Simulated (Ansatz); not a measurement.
LiH:
```cif
data_HLi
_chemical_formula_sum 'Li1 H1'
_space_group_name_H-M_alt 'P 1'
_space_group_IT_number 1
_cell_length_a 2.83227
_cell_length_b 2.83227
_cell_length_c 2.83227
_cell_angle_alpha 60.000
_cell_angle_beta 60.000
_cell_angle_gamma 60.000
loop_
_space_group_symop_operation_xyz
  'x, y, z'
loop_
_atom_site_label
_atom_site_type_symbol
_atom_site_fract_x
_atom_site_fract_y
_atom_site_fract_z
_atom_site_occupancy
Li1 Li 0.00000 0.00000 0.00000 1
H1 H 0.50000 0.50000 0.50000 1
```

Relaxed with r²SCAN. 

Problem. HSE06 on this cell (Ansatz, an electronic-structure program, PAW) gives a gap of 3.97 eV. What does r²SCAN give?

Solution. 3.63 eV.

Cost on shared cores: the r²SCAN run (SCF on a 12×12×12 mesh, then bands and DOS) roughly 9 core-seconds, the HSE06 run (SCF on 9×9×9, then a few points) about 50 core-seconds (a rough figure); the tasks are unlike.

Space group Fm-3m (rock salt). The r²SCAN relaxation kept the symmetry of its start; phonons on a q-mesh show no instability.

Potentials: the later of the program's two PAW sets.

Ansatz is a plane-wave DFT program.
